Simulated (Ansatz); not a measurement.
## AuCu3-type EuRu₃

The computed numbers are results of PBE+U (U_eff = 6 eV on Eu 4f), scalar-relativistic (collinear spin) in the plane-wave PAW code Ansatz at 420 eV, Γ-centred 4×4×4 mesh, 0.05 eV Gaussian smearing. The datasets are Ansatz's generated set soft_2.

```yaml
crystal:
  lattice:
    - [4.08693, 0.00000, 0.00000]
    - [0.00000, 4.08693, 0.00000]
    - [0.00000, 0.00000, 4.08693]
  atoms:
    - { symbol: Eu, position: [0.00000, 0.00000, 0.00000] }
    - { symbol: Ru, position: [0.00000, 0.50000, 0.50000] }
    - { symbol: Ru, position: [0.50000, 0.50000, 0.00000] }
    - { symbol: Ru, position: [0.50000, 0.00000, 0.50000] }
```

The structure was built from a prototype; whether the compound forms in it isn't claimed.

Starting moments: Eu 7.2 μB on each such atom, all parallel.

Two runs on this cell, alike but for how the open shells were started and searched, both converged. The ends of their outputs, energies left out:

Run A:

```
Magnetization: 4.8056 μB (34.9028 up, 30.0972 down)
Absolute magnetization: 7.7549 μB (∫|ρ↑−ρ↓|, with the PAW one-centre terms)
Per-site moments (μB) at R_I (Å): [(6.13867, 1.19208), (-0.48895, 1.19208), (-0.48895, 1.19208), (-0.46710, 1.19208)]
Entropy (-TS):   -0.005141 eV (-1.285 meV/atom)
Fermi energy:    19.123418 eV
--- Stress (GPa, compression-positive) ---
       -1.524046       0.000000       0.000000
        0.000000      -1.605476       0.000000
        0.000000       0.000000      -1.524046
  P = ⅓ Tr σ = -1.5512 GPa (-15.512 kbar)
--- Löwdin populations: 4 sites ---
  site symbol       q [e]    m [muB]
     0     Eu     17.4623     6.3139
     1     Ru     15.7838    -0.5213
     2     Ru     15.7838    -0.5213
     3     Ru     15.7852    -0.4918
--- Occupation matrices: 1 shell (run DFT+U table (all-electron-ortho-atomic); ε = 6.94e-3) ---
  Eu0 f_4F up     Tr n = 6.1327  λ = 0.161 0.992 0.992 0.996 0.996 0.997 0.997  [yz2 0.63 (T2u 1.00) T2u(1.00) | 6× z3 0.17 (T1u 0.50) T1u(0.50)]
  Eu0 f_4F dn     Tr n = 0.0651  λ = 0.007 0.007 0.007 0.010 0.011 0.011 0.013  [7× z3 0.14 (T1u 0.43) T1u(0.43)]
```

Run B:

```
Magnetization: 4.6652 μB (34.8326 up, 30.1674 down)
Absolute magnetization: 8.8874 μB (∫|ρ↑−ρ↓|, with the PAW one-centre terms)
Per-site moments (μB) at R_I (Å): [(6.60230, 1.19208), (-0.68366, 1.19208), (-0.68366, 1.19208), (-0.68366, 1.19208)]
Entropy (-TS):   -0.007537 eV (-1.884 meV/atom)
Fermi energy:    18.937953 eV
--- Stress (GPa, compression-positive) ---
        0.321902       0.000000       0.000000
        0.000000       0.321902       0.000000
        0.000000       0.000000       0.321902
  P = ⅓ Tr σ = 0.3219 GPa (3.219 kbar)
--- Löwdin populations: 4 sites ---
  site symbol       q [e]    m [muB]
     0     Eu     17.5986     6.8865
     1     Ru     15.7478    -0.7390
     2     Ru     15.7478    -0.7390
     3     Ru     15.7478    -0.7390
--- Occupation matrices: 1 shell (run DFT+U table (all-electron-ortho-atomic); ε = 1.48e-3) ---
  Eu0 f_4F up     Tr n = 6.7030  λ = 0.921 0.921 0.921 0.985 0.985 0.985 0.985  [3× z(x2-y2) 0.33 (T2u 1.00) T2u(1.00) | 4× z3 0.25 (T1u 0.75) T1u(0.75)]
  Eu0 f_4F dn     Tr n = 0.0419  λ = 0.005 0.005 0.005 0.007 0.007 0.007 0.007  [3× z3 0.33 (T1u 1.00) T1u(1.00) | 4× z(x2-y2) 0.25 (T2u 0.75) T2u(0.75)]
```

Question: Which run ended in a state above the other, and by how much?

Answer: Run B, by 6.4 meV/atom. The Hubbard penalty (U/2) Σ λ(1 − λ), summed over the shells' natural occupations, is 0.96 eV in it and 0.69 eV in the other, beside a total difference of 0.03 eV a cell: the penalty alone would part them further, and bonding wins part of it back.

Question: How was each started, and what does that suggest?

Answer: The higher one: from atoms, symmetry kept, no search for lower states. The lower one: from atoms, default search. That state was reached by 2 of 4 converged starts: from atoms, default search; from atoms, wider search. Convergence alone doesn't show that the lowest state was found, so several starts are run and the lowest energy is kept. Here keeping the full symmetry without a search trapped the shell.

λ are the eigenvalues of the shell's occupation matrix; the brackets give the leading real orbital and the representation of each set, with weights.

Spin–orbit coupling, which matters for such heavy elements, is left out. The program flagged the order of the open shells as in doubt. The order of the orbitals lowers the symmetry, along an axis that is one of several equivalent ones. Site moments are of spin, integrated over atomic spheres. A U of this size is made for insulators; in a metal, as here, it tends to take f weight out of the bonding and to swell the cell. The k-mesh is coarse, so small energy differences aren't converged.

The pressure of the lower state is -1.6 GPa, since the cell was relaxed in another state.
